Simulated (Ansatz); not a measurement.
Values for one crystal, relaxed and computed with PBEsol in the plane-wave PAW code Ansatz; other levels are named.

| Property | Value |
|---|---|
| Volume per atom | 12.94 Å³ |
| Electronic character | metallic (no gap) |
| Pressure derivative B′ | 4.0 |
| Debye temperature from the elastic constants | 487 K |
| Highest zone-centre frequency | 21.96 THz |
| Zone-centre stability | unstable, softest mode 241i cm⁻¹ |
| Density of states at the Fermi level | 0.53 states/eV per atom (mean over ±0.08 eV) |

Which compound is it?
A. MgTiNO, P4/nmm (Ti on 2c, N on 2c, Mg on 2c, O on 2c)
B. YTaN3, cubic perovskite
C. NiN2, P4/mbm (Ni on 2a, N on 4h)
D. TaN, P6/mmm (Ta on 1a, Ta on 2d, N on 3f)

B, YTaN3, cubic perovskite

Space group Pm-3m (cubic perovskite). The start of the workflow was typed in or built on a structure type; neither database checked (COD, Materials Project) lists it. Whether it is the stable phase at ambient conditions was not checked. The cell was relaxed with PBEsol under the symmetry of its start. No spin polarisation was allowed. With an odd number of electrons in the cell and no spin polarisation, the count alone makes it a metal. As this level gives no gap, shear constants depend on the k-mesh and smearing (Fermi–Dirac, 0.1 eV here). As this level gives no gap, phonon frequencies hold no LO–TO term and depend on the k-mesh and smearing (Fermi–Dirac, 0.1 eV here). Scalar-relativistic: spin–orbit coupling is off unless named, which matters more the heavier the elements.

Potentials: the earlier of the program's two PAW sets. The files were generated under PBE; for other functionals the program regenerates the frozen cores, and for LDA and PBEsol the local potential too.
